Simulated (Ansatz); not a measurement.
## From the elastic tensor of Al2Cu at 8 GPa (stress–strain coefficients) to moduli and sound speeds

All numbers below come from DFT LDA, scalar-relativistic, plane waves, PAW in Ansatz. Plane waves to 420 eV; Γ-centred k mesh 16×16×16; Fermi-Dirac smearing of 0.15 eV. No spin polarisation.

It takes space group Fm-3m (No. 225, cubic). The conventional cell has a = 5.554 Å, b = 5.554 Å, c = 5.554 Å, α = 90.00°, β = 90.00°, γ = 90.00°. Around Al (site symmetry -43m) lie 4 Cu at 2.40 Å. Cu (site symmetry m-3m) has 8 Al at 2.40 Å as nearest neighbours.

In a metal, frequencies and elastic constants depend on the k mesh and the smearing, soft modes and shear constants most. Other phases may be more stable at this pressure.

Relaxed-ion constants (GPa, on the Cartesian axes of the calculation):
```
243.6  88.8 102.4   0.0   0.0   0.0
 88.8 243.6 102.4   0.0   0.0   0.0
102.4 102.4 230.0   0.0   0.0   0.0
  0.0   0.0   0.0  77.4   0.0   0.0
  0.0   0.0   0.0   0.0  77.4   0.0
  0.0   0.0   0.0   0.0   0.0  63.8
```

Density 4.557 g/cm³; 3 atoms in 42.82 Å³.

The values that follow are for a polycrystal of randomly turned grains, by Hill's mean where one number stands.

With S = C⁻¹: B_V = (C11+C22+C33+2(C12+C13+C23))/9, G_V = (C11+C22+C33−C12−C13−C23+3(C44+C55+C66))/15, 1/B_R = S11+S22+S33+2(S12+S13+S23), 15/G_R = 4(S11+S22+S33−S12−S13−S23)+3(S44+S55+S66); Hill is their mean. Then v_l = √((B+4G/3)/ρ), v_t = √(G/ρ), v_m = [(2/v_t³+1/v_l³)/3]^(−1/3) and Θ = (ħ/k_B)·v_m·(6π²n/V)^(1/3) for n atoms in the volume V; E = 9BG/(3B+G), ν = (3B−2G)/(2(3B+G)) and A^U = 5G_V/G_R + B_V/B_R − 6.

| Property | Result |
| --- | --- |
| Bulk modulus, Voigt / Reuss / Hill | 144.9 / 144.9 / 144.9 GPa |
| Shear modulus, Voigt / Reuss / Hill | 72.0 / 71.3 / 71.6 GPa |
| Young's modulus | 185 GPa |
| Poisson ratio | 0.288 |
| Pugh ratio B/G | 2.02 |
| Universal anisotropy index | 0.04 |
| Longitudinal and transverse sound speeds | 7264 and 3965 m/s |
| Debye temperature from the mean sound speed | 543 K |

Whether Al2Cu exists in this form wasn't checked.

Cost: 1 run of about 3.2 core-minutes, on Arm Neoverse V1 (shared hosts).